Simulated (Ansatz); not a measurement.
CuRhO2:
```cif
data_Cu3O6Rh3
_chemical_formula_sum 'Cu3 Rh3 O6'
_space_group_name_H-M_alt 'R-3m :H'
_space_group_IT_number 166
_space_group_name_Hall '-R 3 2"'
_cell_length_a 3.07124
_cell_length_b 3.07124
_cell_length_c 16.91489
_cell_angle_alpha 90.000
_cell_angle_beta 90.000
_cell_angle_gamma 120.000
loop_
_atom_site_label
_atom_site_type_symbol
_atom_site_symmetry_multiplicity
_atom_site_Wyckoff_symbol
_atom_site_fract_x
_atom_site_fract_y
_atom_site_fract_z
_atom_site_occupancy
Cu1 Cu 3 a 0.00000 0.00000 0.00000 1
Rh1 Rh 3 b 0.00000 0.00000 0.50000 1
O1 O 6 c 0.00000 0.00000 0.10765 1
```
(The calculation used a cell of 4 atoms; values per cell refer to that cell.)

Relaxed with PBEsol. PBEsol (plane waves, PAW; program Ansatz) gives a gap of 0.66 eV.

**Question.** What gap does HSE06 give on the same cell (Ansatz, PAW)?

**Answer.** 2.30 eV, 1.64 eV more. The hybrid was solved on a coarser mesh and at special points; the gap given is the minimum over both.

```json
[
 {"k": "Γ", "v1 PBEsol": "-0.76", "c1 PBEsol": "2.12", "v1 HSE06": "-1.07", "c1 HSE06": "3.82"},
 {"k": "T", "v1 PBEsol": "-0.26", "c1 PBEsol": "2.59", "v1 HSE06": "?", "c1 HSE06": "?"},
 {"k": "L", "v1 PBEsol": "-0.60", "c1 PBEsol": "1.97", "v1 HSE06": "?", "c1 HSE06": "?"},
 {"k": "F", "v1 PBEsol": "-0.26", "c1 PBEsol": "1.77", "v1 HSE06": "?", "c1 HSE06": "?"},
 {"k": "S0", "v1 PBEsol": "-0.02", "c1 PBEsol": "1.92", "v1 HSE06": "-0.01", "c1 HSE06": "3.62"},
 {"k": "H0", "v1 PBEsol": "-0.01", "c1 PBEsol": "1.96", "v1 HSE06": "?", "c1 HSE06": "?"}
]
```

**Question.** Top valence (v1) and lowest conduction level (c1) in eV from each method's valence maximum (which need not be a listed point): supply the withheld HSE06 values.

**Answer.** 
- H0, v1 HSE06: -0.01
- H0, c1 HSE06: 3.67
- T, v1 HSE06: -0.65
- T, c1 HSE06: 4.30
- F, v1 HSE06: -0.17
- F, c1 HSE06: 3.48
- L, v1 HSE06: -0.44
- L, c1 HSE06: 3.67

Cost on shared cores: the PBEsol run (SCF on a 10×10×10 mesh, then bands and DOS) about 50 core-seconds (a rough figure), the HSE06 run (SCF on 8×8×8, then a few points) around 14 core-minutes (rough); the tasks are unlike.

The workflow started from a Materials Project entry (that database holds measured and hypothetical structures alike); the Crystallography Open Database files this formula in space group No. 166, but the cells were not matched. Whether it is the stable phase at ambient conditions was not checked. The PBEsol relaxation kept the symmetry of its start; its stability against distortions is not shown here. No spin polarisation was allowed. No Hubbard U is applied. Spin–orbit coupling is left out wherever it is not named.

Potentials: the later of the program's two PAW sets.
